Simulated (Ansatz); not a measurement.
A plane-wave DFT run in Ansatz 0.2.0 (scalar-relativistic PAW potentials unless the input names others): input and command.

```yaml
crystal:
  lattice:
    - [1.2672022376, -4.1354331308, 0.0]
    - [1.2672022376, 4.1354331308, 0.0]
    - [0.0, 0.0, 2.6735351654]
  atoms:
    - { symbol: Cu, position: [0.13386665, 0.86613335, 0.25] }
    - { symbol: Cu, position: [0.86613335, 0.13386665, 0.75] }
basis:
  ecutwfc: 420
kpoints:
  mp_grid: { grid: [20, 20, 20] }
hamiltonian:
  xc: pbesol
scf:
  occupations: { method: fermi_dirac, width: 0.3 }
  n_extra_bands: 0
  max_iter: 75
output:
  forces: true
  eigenvalues: true
  stress: true
```

```bash
ansatz run input.yaml --threads 1 --pin off --max-ram 2560MiB --backend cpu --events-out ev --progress --plain --runs-dir out
```

Problem. What will the program do with this input?

Solution. The program refuses it, because of too few bands (scf.n_extra_bands: not typed → 0). Also changed, but not at fault: scf.occupations: {"method": "gaussian", "width": 0.15} → {"method": "fermi_dirac", "width": 0.3}. With the sound run's settings it is accepted.

Abridged log:
```
Error: inconsistent input (scf.n_extra_bands, scf.occupations.method): n_bands = 19 leaves no empty band above the 19 bands per channel that the deck's 38 electrons occupy, and the occupations search for the Fermi level (a smearing at a finite width, or tetrahedra): a level found among occupied bands alone can fill a metal as an insulator; raise scf.n_extra_bands until at least 20 bands are solved (omitted, it auto-derives to 24) (see scf.n_extra_bands in the input reference)
```